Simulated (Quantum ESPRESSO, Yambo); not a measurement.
# Levels of theory for the gap of Ba2ZnN2

Ba2ZnN2 (space group I4/mmm, No. 139): one geometry, one set of norm-conserving PBEsol (Quantum ESPRESSO, 84 Ry, without SOC) orbitals, self-energies from Yambo (4×4×4 Γ-centred k mesh, bands 5 to 168 and a 7 Ry block in the screening, 168 bands in G with the Bruneval-Gonze terminator, plasmon pole fitted at 27.2 eV).

The geometry is that of Materials Project entry mp-9307, symmetrised and not relaxed again.

```
level                                                        gap Γ → X (eV)  direct gap at X (eV)                   rough Yambo cost
-----------------------------------------------------------  --------------  --------------------  ---------------------------------
PBEsol (Quantum ESPRESSO)                                              0.48                  0.56                                  –
exchange only (Hartree-Fock self-energy on PBEsol orbitals)            6.70                  6.76             about 1/10 (10 states)
static COHSEX@PBEsol                                                   1.56                  1.67  within a factor of two (3 states)
G0W0@PBEsol, plasmon pole                                              0.95                  1.10                      1 (10 states)
```

Bare exchange has no screening and gives the widest gap; static COHSEX screens it but leaves out the frequency dependence, which G0W0 restores.

Costs are rough ratios of core time on shared machines.

Convergence of the G0W0 settings was not tested. Oxides, nitrides and fluorides with a shallow 3d shell are known to need far more bands and larger blocks.
